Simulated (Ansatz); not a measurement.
## TiO$_{2}$: zone-centre modes

Method: Ansatz, DFT r2SCAN+U, scalar-relativistic, plane waves, PAW. Settings: plane waves to 500 eV, k-mesh 6×6×8 (Γ-centred), Gaussian smearing 0.05 eV. U_eff on d shells: Ti 4 eV. No spin polarisation.

The starting cell (relaxed at this level):

```
CELL_PARAMETERS angstrom
4.59736 0.00000 0.00000
0.00000 4.59736 0.00000
0.00000 0.00000 2.99288
ATOMIC_POSITIONS crystal
Ti 0.00000 0.00000 0.00000
Ti 0.50000 0.50000 0.50000
O 0.30514 0.30514 0.00000
O 0.19486 0.80514 0.50000
O 0.69486 0.69486 0.00000
O 0.80514 0.19486 0.50000
```

Harmonic modes by finite displacements of 0.02 Å, without the LO–TO term.

(1) At this geometry, is the structure stable against these modes?

(2) List the wavenumbers in cm⁻¹.

## Answers

(1) Yes: no mode is imaginary beyond 10 cm⁻¹, and only the three translations lie near zero.

(2) 0, 0, 0, 146, 152, 208, 208, 255, 380, 380, 430, 436, 466, 466, 509, 509, 607, 809.

Cost: 1 run of about 3.6 core-minutes, on AMD EPYC 7R43 (Zen 3) (shared hosts).